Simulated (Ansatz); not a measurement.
Nb₃Sn:
```
CELL_PARAMETERS angstrom
      5.30460     0.00000     0.00000
      0.00000     5.30460     0.00000
      0.00000     0.00000     5.30460
ATOMIC_POSITIONS crystal
  Nb 0.25000 0.00000 0.50000
  Nb 0.75000 0.00000 0.50000
  Nb 0.50000 0.75000 0.00000
  Nb 0.50000 0.25000 0.00000
  Nb 0.00000 0.50000 0.75000
  Nb 0.00000 0.50000 0.25000
  Sn 0.00000 0.00000 0.00000
  Sn 0.50000 0.50000 0.50000
```

Relaxed with r²SCAN.

Which orbitals make up the states near the Fermi level in r²SCAN (plane waves, PAW; program Ansatz)?

Within 0.5 eV of the Fermi level: Nb 4d 86 %, Sn 5p 6 %. Projections are on Löwdin-orthogonalised atomic valence shells; empty p or d shells of many metals are not among them.

Tabulate the density of states.

States/eV per cell of 8 atoms, in 0.25 eV bins, energy from the Fermi level.

```csv
E (eV),total,Nb 4d,Sn 5p,Nb 5s
-7.85,0.20,0.06,0.00,0.01
-7.60,0.00,0.00,0.00,0.00
-7.35,0.00,0.00,0.00,0.00
-7.10,0.00,0.00,0.00,0.00
-6.85,0.00,0.00,0.00,0.00
-6.60,0.00,0.00,0.00,0.00
-6.35,0.00,0.00,0.00,0.00
-6.10,0.00,0.00,0.00,0.00
-5.85,0.00,0.00,0.00,0.00
-5.60,0.00,0.00,0.00,0.00
-5.35,0.00,0.00,0.00,0.00
-5.10,0.56,0.16,0.19,0.17
-4.85,2.46,0.72,0.81,0.69
-4.60,7.29,2.54,2.26,1.79
-4.35,3.37,1.19,1.11,0.79
-4.10,1.55,0.61,0.52,0.31
-3.85,2.29,1.03,0.79,0.35
-3.60,7.58,4.09,2.40,0.80
-3.35,6.63,3.84,2.04,0.54
-3.10,5.98,3.71,1.83,0.28
-2.85,7.50,4.95,2.12,0.24
-2.60,5.29,3.64,1.31,0.20
-2.35,4.57,3.59,0.54,0.31
-2.10,9.89,8.16,0.92,0.46
-1.85,13.78,11.83,0.97,0.50
-1.60,8.20,7.04,0.64,0.23
-1.35,6.75,6.01,0.34,0.21
-1.10,5.46,4.89,0.18,0.24
-0.85,3.75,3.24,0.20,0.12
-0.60,11.88,10.35,0.73,0.24
-0.35,9.52,8.16,0.60,0.33
-0.10,13.91,11.62,0.97,0.63
0.15,5.82,5.08,0.28,0.18
0.40,1.93,1.78,0.05,0.03
0.65,2.71,2.49,0.09,0.02
0.90,3.55,3.22,0.15,0.03
1.15,4.06,3.66,0.20,0.03
1.40,4.52,4.07,0.22,0.06
1.65,4.43,3.98,0.20,0.09
1.90,4.72,4.20,0.21,0.11
2.15,5.61,4.96,0.25,0.14
2.40,7.58,6.74,0.37,0.13
2.65,8.84,7.97,0.36,0.15
2.90,10.28,9.10,0.41,0.27
3.15,11.75,10.06,0.50,0.45
```

Space group Pm-3n (A15 (Cr3Si type)). The r²SCAN relaxation kept the symmetry of its start. No spin polarisation was allowed. Scalar-relativistic: spin–orbit coupling is off unless named, which matters more the heavier the elements.

Potentials: the earlier of the program's two PAW sets.
